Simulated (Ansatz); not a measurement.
MgS (rock salt), relaxed with PBE (Ansatz, an electronic-structure program, plane waves, PAW): a = b = c = 5.230 Å, α = β = γ = 90.00°.

```
Property                         Result
-------------------------------  ------
gap (eV)                           2.76
ΔH_f (eV/atom)                    -1.44
B₀ by P(V) fit (GPa)               73.9
electron conductivity mass (mₑ)    0.34
```

**Question.** The same phase is relaxed and computed with r²SCAN in the same code. What are the cell and these values now?

**Answer.** a = b = c = 5.203 Å, α = β = γ = 90.00°.

- gap (eV): 3.46
- ΔH_f (eV/atom): -1.68
- B₀ by P(V) fit (GPa): 79.8
- electron conductivity mass (mₑ): 0.35

All cells were relaxed under the symmetry of their starts (and spin orders); stability against distortions was not tested throughout.

Potentials: the later of the program's two PAW sets.

Ansatz is a plane-wave DFT program.

Formation energies count from the lowest solids of the elements computed at the same level, not from gases.
